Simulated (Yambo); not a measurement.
Material: AgCl (rock salt, space group Fm-3m, No. 225) under isotropic strain of -3 % on all lattice vectors; a = 3.736 Å, b = 3.736 Å, c = 3.736 Å, α = 60.00°, β = 60.00°, γ = 60.00° (2 atoms in the cell). The PBEsol cell relaxed from Materials Project entry mp-22922 was given an isotropic strain of -3 % on all lattice vectors, and the atoms were relaxed again.

With norm-conserving PBEsol (Quantum ESPRESSO, 82 Ry, scalar-relativistic), the gap between the mesh's edge points (L → Γ) is 0.749 eV.

Task: By how much does one-shot G0W0 (Yambo; 4×4×4 Γ-centred k mesh, bands 5 to 100 and a 10 Ry block in the screening, 100 bands in G with the Bruneval-Gonze terminator, plasmon pole fitted at 27.2 eV) open this gap, and what gap results?

Result: The correction is 1.490 eV, giving 2.239 eV, 3.0 times the PBEsol value.  Convergence of the G0W0 settings was not tested. Spin-orbit splittings are left out.
